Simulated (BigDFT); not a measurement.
Worked example: self-consistent single point of the molecule Cl₄H₃NSi₂ in BigDFT.

All values come from this method and carry its errors: PBE, Daubechies wavelet basis, HGH (Krack) norm-conserving potentials made for PBE, isolated boundary conditions (BigDFT).

SMILES: [SiH2](N[Si](Cl)(Cl)Cl)Cl
```xyz
10

Si     1.4480    -0.2669     0.5811
Cl     2.5414     0.6490    -0.8835
N     -0.0994    -0.6322    -0.0122
Si    -1.4361     0.4099    -0.4103
Cl    -2.4983    -0.5418    -1.7982
Cl    -2.5152     0.7164     1.2053
Cl    -0.6869     2.1496    -1.0940
H      1.3773     0.6661     1.7089
H      2.0537    -1.5652     0.8865
H     -0.2956    -1.6192    -0.0445
```

Reference input (self-consistent single point, DFT, PBE, Daubechies wavelet basis, HGH (Krack) norm-conserving potentials made for PBE, isolated boundary conditions): basis = Daubechies wavelets; dft.hgrids = 0.33 bohr; dft.rmult = 5 8; dft.ixc = PBE; potentials = built-in HGH-K PBE; boundary_conditions = free; dft.gnrm_cv = 1e-04; dft.itermax = 80; dft.idsx = 6; dft.nrepmax = 3. This run's input differs from it in these lines:

```diff
@@ -2,4 +2,4 @@
 dft:
-  hgrids: 0.33
-  rmult: [5, 8]
+  hgrids: 0.528
+  rmult: [3.5, 5]
   ixc: PBE
```

Output (repeated stretches shortened):

```
  #------------------------------------------------------------------- Self-Consistent Cycle
 Ground State Optimization:
 - Hamiltonian Optimization: &itrp001
   - Subspace Optimization: &itrep001-01
       Wavefunctions Iterations:
 iter:  1, EKS: -7.86234067818742943E+01, gnrm:  3.00E-01, D:  2.67E-01,
 iter:  2, EKS: -7.94788966423531065E+01, gnrm:  8.29E-02, D: -8.55E-01,
 iter:  3, EKS: -7.95655678294403970E+01, gnrm:  3.78E-02, D: -8.67E-02,
 iter:  4, EKS: -7.95950981459146192E+01, gnrm:  1.79E-02, D: -2.95E-02,
 iter:  5, EKS: -7.96020603564807061E+01, gnrm:  8.23E-03, D: -6.96E-03,
 iter:  6, EKS: -7.96038290007763862E+01, gnrm:  3.09E-03, D: -1.77E-03,
 iter:  7, EKS: -7.96040581892193586E+01, gnrm:  1.49E-03, D: -2.29E-04,
 iter:  8, EKS: -7.96041069500512606E+01, gnrm:  6.87E-04, D: -4.88E-05,
 iter:  9, EKS: -7.96041173010205654E+01, gnrm:  2.94E-04, D: -1.04E-05,
 iter:  10, EKS: -7.96041191998957913E+01, gnrm:  1.24E-04, D: -1.90E-06,
 iter:  11, EKS: -7.96041195936284396E+01, gnrm:  5.61E-05, D: -3.94E-07,
       -  &FINAL001  { #---------------------------------------------------------- iter: 12
 iter:  12, EKS: -7.96041196850675306E+01, gnrm:  5.61E-05, D: -9.14E-08,  #FINAL
        #Eigenvalues and New Occupation Numbers
       Orbitals: [
   [... 19 lines left out ...]
 Last Iteration                        : *FINAL001
  #---------------------------------------------------------------------- Forces Calculation
 Total electronic charge               :  43.999995371910
 Electric Dipole Moment (AU):
   P vector                            :  [ -4.284243E-01, -3.666930E-01, -1.224046E-02 ]
   norm(P)                             :  5.64057564E-01
 Electric Dipole Moment (Debye):
   P vector                            :  [ -1.088946E+00, -9.320405E-01, -3.111215E-02 ]
   norm(P)                             :  1.43369119E+00
  #-------------------------------- Warnings obtained during the run, check their relevance!
 WARNINGS:
   [... lines left out ...]
 BigDFT infocode                       :  0
   [... lines left out ...]
 -  {Cl: [-1.147001039158E-02, -1.963081988157E-02,  4.868906165622E-03]} # 0007
 -  {H: [ 5.976571086279E-03, -1.917058881823E-03, -8.986029621096E-03]} # 0008
 -  {H: [ 1.644392992879E-03, -6.787337765622E-03, -8.217734922205E-03]} # 0009
 -  {H: [ 7.623049479659E-04, -6.203920195259E-03, -1.190627619806E-03]} # 0010
 Energy (Hartree)                      : -7.96041196850675306E+01
 Force Norm (Hartree/Bohr)             :  6.71779202266327702E-02
```

The run converged in 12 iterations. Against the reference run the free energy rises by 436 meV/atom and the largest force goes from 2.136 to 1.748 eV/Å.

The grid can part forces that symmetry would make equal. Forces above 1 eV/Å remain at this geometry. This run is one point of a test of settings, so its values need not be converged; read them against the reference run alone. The geometry comes from a cheaper method or was typed, in some cases with atoms then moved at random; it is not relaxed at this level, and the species need not be a known compound.

Cost on one core: very roughly 25 core-seconds.
